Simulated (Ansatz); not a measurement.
TlBr:
```
TlBr
1.0
    3.97975     0.00000     0.00000
    0.00000     3.97975     0.00000
    0.00000     0.00000     3.97975
Tl Br
1 1
Direct
  0.00000   0.00000   0.00000
  0.50000   0.50000   0.50000
```

x, y and z are the axes in which the lattice vectors are written.

### Question
Give the high-frequency dielectric tensor and the Born effective charge tensors of the independent atoms from DFPT, DFT-PBE+D3(BJ) in the program Ansatz with PAW potentials.

### Answer

ε∞:
```
6.04  0.00  0.00
0.00  6.04  0.00
0.00  0.00  6.04
```
Z* of atom 1 (Tl), rows: field, columns: displacement, in e:
```
2.11  0.00  0.00
0.00  2.11  0.00
0.00  0.00  2.11
```
Z* of atom 2 (Br), rows: field, columns: displacement, in e:
```
-2.11   0.00   0.00
 0.00  -2.11   0.00
 0.00   0.00  -2.11
```

Static charges for comparison (Bader): Tl1 +0.65, Br2 -0.65 e. Born charges measure polarisation by displacement and can exceed these by far.

Space group Pm-3m (CsCl type). The PBE+D3(BJ) relaxation kept the symmetry of its start; phonons on a q-mesh show no instability. Scalar-relativistic: spin–orbit coupling is off unless named, which matters more the heavier the elements.

Potentials: the later of the program's two PAW sets.
